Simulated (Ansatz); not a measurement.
AlP in space group P6_222 (No. 180; Al on 3d, P on 3c), plane-wave PAW PBE (Ansatz code), all energies at zero smearing, with the estimated change up to a 700 eV cutoff added, with one set of potentials and settings (totals compare only within such a set). Cell of 6 atoms (3 Al, 3 P): -3882.074 eV.

| element | reference phase | E (eV/atom) |
|---|---|---|
| Al | Fm-3m, 1 atoms in the cell | -537.5049 |
| P | Cmce, 4 atoms in the cell | -755.6743 |

Formation energy per atom, worked out: (-3882.074 − 3×(-537.5049) − 3×(-755.6743))/6 = -0.423 eV/atom (-41 kJ per mol of atoms), at 0 K, without zero-point energy or fitted corrections.

The start of the workflow was typed in or built on a structure type; neither database checked (COD, Materials Project) lists it. It is not the phase usual at ambient conditions (space group No. 216). The PBE relaxation kept the symmetry of its start; whether a distortion lowers the energy is not shown. The references are the lowest solids computed at this level, not always the standard phases.

Potentials: the later of the program's two PAW sets.
